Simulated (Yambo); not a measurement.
G0W0@PBEsol for CaI2 (CdI2 type, space group P-3m1, No. 164) in Yambo. Reference settings: 3×3×2 Γ-centred k mesh, 348 bands and a 7 Ry block in the screening, 348 bands in G with the Bruneval-Gonze terminator, plasmon pole fitted at 27.2 eV. The PBEsol gap Γ → (0, 0.333, 0) on this mesh is 3.24 eV; G0W0 gaps are taken between the same points.

```json
[
 {"change from the reference": "reference settings", "G0W0 gap Γ → (0, 0.333, 0) (eV)": "5.51", "shift of the valence edge (eV)": "-1.21"},
 {"change from the reference": "6 Ry block", "G0W0 gap Γ → (0, 0.333, 0) (eV)": "5.47", "shift of the valence edge (eV)": "-1.16"},
 {"change from the reference": "1 Ry block", "G0W0 gap Γ → (0, 0.333, 0) (eV)": "5.22", "shift of the valence edge (eV)": "-0.71"},
 {"change from the reference": "no terminator", "G0W0 gap Γ → (0, 0.333, 0) (eV)": "5.55", "shift of the valence edge (eV)": "-1.12"},
 {"change from the reference": "120 bands in G, no terminator", "G0W0 gap Γ → (0, 0.333, 0) (eV)": "5.50", "shift of the valence edge (eV)": "-0.72"},
 {"change from the reference": "218 bands in G, no terminator", "G0W0 gap Γ → (0, 0.333, 0) (eV)": "[?]", "shift of the valence edge (eV)": "-1.00"},
 {"change from the reference": "no random integration", "G0W0 gap Γ → (0, 0.333, 0) (eV)": "5.43", "shift of the valence edge (eV)": "-0.99"},
 {"change from the reference": "3 Ry block", "G0W0 gap Γ → (0, 0.333, 0) (eV)": "[?]", "shift of the valence edge (eV)": "-0.87"}
]
```

Task: Estimate the withheld gaps from the other rows; the computed values follow.

Result: 
- 218 bands in G, no terminator, G0W0 gap Γ → (0, 0.333, 0) (eV): 5.56
- 3 Ry block, G0W0 gap Γ → (0, 0.333, 0) (eV): 5.26

The reference isn't shown to be the converged limit. The mesh misses a band edge: along a dense path the PBEsol gap is 3.03 eV against 3.24 eV on the mesh.

Spin-orbit coupling is included.

Geometry relaxed with PBE+D3(BJ); primitive cell a = b = 4.432 Å, c = 6.920 Å, α = β = 90.00°, γ = 120.00°.

A shift is the quasiparticle energy of the state minus its PBEsol energy.
